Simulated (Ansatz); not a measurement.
Starting cell, C (diamond):

```xyz
4
Lattice="0.0000 3.5603 3.5603 1.7801 0.0000 1.7801 1.7801 1.7801 0.0000" Properties=species:S:1:pos:R:3 pbc="T T T"
C      1.7801     1.7801     1.7801
C      1.7801     3.5603     3.5603
C      2.6702     2.6702     2.6702
C      2.6702     4.4504     4.4504
```

In each cell atom 3 (C, nearest neighbour C at 1.542 Å; its periodic images, 2.5 Å or more away, move with it) moves by s·(0.707, 0.707, 0.000) (along Cartesian [110]), the rest being held.

Computed with r2SCAN (plane waves to 500 eV, PAW, scalar-relativistic; Ansatz, a quantum-chemistry and plane-wave program). k mesh 13×13×13 (Γ-centred), Fermi-Dirac smearing 0.05 eV. Energies are smeared free energies. C was relaxed with its symmetry unable to fall. ΔE is measured from the undisplaced structure.

| s (Å) | ΔE (meV/cell) |
|---|---|
| -0.150 | 440 |
| -0.120 | 282 |
| -0.090 | 159 |
| -0.060 | 71 |
| -0.030 | 18 |
| 0.000 | 0 |
| 0.030 | 18 |
| 0.060 | 71 |
| 0.090 | 159 |
| 0.120 | 282 |
| 0.150 | 440 |

Question: What force constant k = d²E/ds² at s = 0 does the table give?

Answer: 39 eV/Å². It is the second difference of the nearest points, corrected with the next pair.

Question: With k = 39.30 eV/Å² from the forces, is the well harmonic out to s = 0.150 Å?

Answer: ½ks² = 442 meV/cell against the computed 440 meV/cell, so the well is close to harmonic there.

(A displaced cell: forces are minus the slopes of the energy, force constants its curvatures, and phonons follow from these.)
